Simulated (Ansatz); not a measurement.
BeAlNO:
Space group P3m1 (No. 156); a = b = 2.9798 Å, c = 4.6503 Å, α = β = 90.00°, γ = 120.00°

```json
[
 {"atom": "Al", "site": "1b", "symmetry": "3m.", "x": "0.3333", "y": "0.6667", "z": "0.5113"},
 {"atom": "Be", "site": "1c", "symmetry": "3m.", "x": "0.6667", "y": "0.3333", "z": "0.9906"},
 {"atom": "O", "site": "1b", "symmetry": "3m.", "x": "0.3333", "y": "0.6667", "z": "0.1147"},
 {"atom": "N", "site": "1c", "symmetry": "3m.", "x": "0.6667", "y": "0.3333", "z": "0.6334"}
]
```

Relaxed with r²SCAN (plane waves, PAW; program Ansatz). Indices refer to the conventional cell of P3m1, a = 2.980 Å, b = 2.980 Å, c = 4.650 Å, α = 90.00°, β = 90.00°, γ = 120.00°.

### Question
Simulate the powder diffraction pattern (Cu Kα, λ = 1.54184 Å; lines above 1 %) up to 2θ = 90°.

### Answer
Simulated powder pattern, Cu Kα, λ = 1.54184 Å (kinematic, ideal powder, no thermal factors, no anomalous dispersion; the 30 strongest lines at most, above 1 %, up to 2θ = 90°):

| 2θ (°) | d (Å) | I/Imax (%) | hkl |
|---|---|---|---|
| 19.08 | 4.650 | 32 | (0001) |
| 34.76 | 2.581 | 100 | (1 0 -1 0) |
| 38.73 | 2.325 | 37 | (0002) |
| 39.95 | 2.256 | 42 | (0 1 -1 1)+(1 0 -1 1) |
| 53.01 | 1.727 | 38 | (0 1 -1 2)+(1 0 -1 2) |
| 59.65 | 1.550 | 1.8 | (0003) |
| 62.32 | 1.490 | 39 | (1 1 -2 0) |
| 65.82 | 1.419 | 6.8 | (1 1 -2 1) |
| 70.92 | 1.329 | 31 | (0 1 -1 3)+(1 0 -1 3) |
| 73.38 | 1.290 | 8.7 | (2 0 -2 0) |
| 75.84 | 1.254 | 23 | (1 1 -2 2) |
| 76.64 | 1.243 | 5.9 | (2 0 -2 1)+(0 2 -2 1) |
| 86.20 | 1.128 | 8.2 | (2 0 -2 2)+(0 2 -2 2) |

The start of the workflow was typed in or built on a structure type; neither database checked (COD, Materials Project) lists it. Its standing as an ambient phase is unchecked. Symmetry was held in the r²SCAN relaxation; whether a distortion lowers the energy is not shown.

Potentials: the earlier of the program's two PAW sets. The files were generated under PBE; for other functionals the program regenerates the frozen cores, and for LDA and PBEsol the local potential too.
